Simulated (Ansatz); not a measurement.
Relaxed-ion elastic tensor of Al$_{3}$V (Cu3Au type, Pm-3m) in GPa (Voigt order), plane-wave PAW LDA (Ansatz code); density 3.89 g/cm³, 14.08 Å³ per atom.

```json
[
 {"": "1", "1": "186", "2": "102", "3": "102", "4": "0.0", "5": "0.0", "6": "0.0"},
 {"": "2", "1": "102", "2": "186", "3": "102", "4": "0.0", "5": "0.0", "6": "0.0"},
 {"": "3", "1": "102", "2": "102", "3": "186", "4": "0.0", "5": "0.0", "6": "0.0"},
 {"": "4", "1": "0.0", "2": "0.0", "3": "0.0", "4": "99.3", "5": "0.0", "6": "0.0"},
 {"": "5", "1": "0.0", "2": "0.0", "3": "0.0", "4": "0.0", "5": "99.3", "6": "0.0"},
 {"": "6", "1": "0.0", "2": "0.0", "3": "0.0", "4": "0.0", "5": "0.0", "6": "99.3"}
]
```

Task: Is the crystal mechanically stable?

Result: Yes: the smallest eigenvalue of C is 84.0 GPa.

Task: Work out the Voigt, Reuss and Hill averages.

Result: K_V = 130, K_R = 130, K_H = 130; G_V = 76.4, G_R = 64.3, G_H = 70.3 GPa.

Task: Give Young's modulus, Poisson's ratio, Pugh's ratio and the universal anisotropy index.

Result: E = 9KG/(3K + G) = 179 GPa; ν = 0.27; K/G = 1.85 (near the Pugh limit of 1.75, no verdict); A_U = 5G_V/G_R + K_V/K_R − 6 = 0.94.

Task: Estimate the sound speeds and the Debye temperature.

Result: v_l = √((K + 4G/3)/ρ) = 7580 m/s, v_t = √(G/ρ) = 4250 m/s, mean 4730 m/s; Θ = (h/k)(3n/4πV)^(1/3) v_m = 584 K.

Task: Give the Zener ratio and Young's modulus along [100], [110] and [111].

Result: A = 2C44/(C11 − C12) = 2.36; 1/E = S11 − 2(S11 − S12 − S44/2)Γ with Γ = 0, 1/4, 1/3 gives 114, 187, 237 GPa.

Task: Solve the Christoffel equation for the three sound speeds along [100], [110], [111].

Result: Eigenvalues of C_ijkl n_j n_l equal ρv². In km/s, slowest first: [100] 5.05, 5.05, 6.91; [110] 3.29, 5.05, 7.91; [111] 3.96, 3.96, 8.21.

The first step of the workflow began from a Materials Project structure, measured or hypothetical; the Crystallography Open Database copy checked does not list it. Whether it is the stable phase at ambient conditions was not checked. The cell was relaxed with LDA under the symmetry of its start; its stability against distortions is not shown here. No spin polarisation was allowed. As this level gives no gap, shear constants depend on the k-mesh and smearing (Fermi–Dirac, 0.1 eV here).

Potentials: the later of the program's two PAW sets.
